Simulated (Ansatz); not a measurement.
B$_{2}$W:
```xyz
3
Lattice="3.0043 0.0000 0.0000 -1.5022 2.6018 0.0000 0.0000 0.0000 3.3308" Properties=species:S:1:pos:R:3 pbc="T T T"
W      0.0000     0.0000     0.0000
B      0.0000     1.7345     1.6654
B      1.5022     0.8673     1.6654
```

Relaxed with PBEsol. Special points in fractions of this cell's reciprocal vectors: Γ (0.000, 0.000, 0.000); M (0.500, 0.000, 0.000); K (0.333, 0.333, 0.000); A (0.000, 0.000, 0.500); L (0.500, 0.000, 0.500); H (0.333, 0.333, 0.500).

### Question
List the band energies nearest the Fermi level at these points for plane-wave PAW PBEsol with spin–orbit coupling (Ansatz code).

### Answer
In eV from the Fermi level; about four levels below and three above (degenerate sets whole), none deeper than 8.9 eV; points with the same levels are listed once.

```tsv
k	below	above
Γ	-4.82 -4.82 -4.40 -4.40	0.33 0.33 0.66 0.66
M	-4.82 -4.82 -0.58 -0.58	1.17 1.17 2.16 2.16
K	-0.97 -0.97 -0.57 -0.57	0.69 0.69 7.35 7.35
A	-1.90 -1.90 -0.72 -0.72	4.57 4.57 8.22 8.22
L	-6.93 -6.93 -4.58 -4.58	0.89 0.89 2.49 2.49
H	-5.57 -5.57 -5.30 -5.30	1.19 1.19 3.19 3.19
```

Space group P6/mmm. The workflow started from an entry of the Crystallography Open Database (COD), which files this formula under 2 space groups. Whether it is the stable phase at ambient conditions was not checked. The cell was relaxed with PBEsol under the symmetry of its start; its stability against distortions is not shown here. No spin polarisation was allowed.

Potentials: the later of the program's two PAW sets.
